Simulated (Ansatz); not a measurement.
Relaxed candidate structures of CoCl2:

A. P-3m1 (No. 164), hP3, CdI2 type; a = b = 3.4199 Å, c = 6.1891 Å, α = β = 90.00°, γ = 120.00°; Co 1a (0.000, 0.000, 0.000); Cl 2d (0.333, 0.667, 0.216); ferromagnetic

B. Pmm2 (No. 25), oP3; a = 3.519 Å, b = 4.412 Å, c = 3.495 Å, α = 90.00°, β = 90.00°, γ = 90.00°; Cl 1b (0.000, 0.500, 0.038); Cl 1c (0.500, 0.000, 0.525); Co 1a (0.000, 0.000, 0.999); antiferromagnetic in a cell of 6 atoms

C. P6₃/mmc (No. 194), hP6; a = b = 3.864 Å, c = 8.846 Å, α = β = 90.00°, γ = 120.00°; Co 2d (0.667, 0.333, 0.250); Cl 2a (0.000, 0.000, 0.000); Cl 2c (0.333, 0.667, 0.250); ferromagnetic

**Question.** Put the candidates in order of energy per atom, lowest first, for PBEsol (plane waves to 420 eV, PAW, scalar-relativistic; Ansatz, an electronic-structure program).

**Answer.** A (reference), B (+0.16 eV/atom), C (+0.61 eV/atom)

4 runs with a doubtful electronic state, a coarser numerical grid, an end not at rest or a source that can't be used are left out. 5 generated cells of layers, chains or molecules, poorly bound without dispersion, are left out. Each run could gain symmetry but not lose that of its start, so entries can be saddle points. From databases, or of a type measured for this composition: P-3m1, hP3, CdI2 type, ferromagnetic; the others are generated cells (placed on structure types, drawn at random, substituted or restacked) that were not matched to a known phase here. Each structure is listed in the lowest spin state found for it. The real structure of this composition may not be among these. Static energies at zero pressure. Each cell has its own k-point mesh; energy differences are given only to the digits this allows. Spin states reached: ferromagnetic, antiferromagnetic; spin orders were not searched systematically. No Hubbard U is applied. A magnetic insulating state can be missed without it. Without a van der Waals term the distances between weakly bound units are poorly fixed.
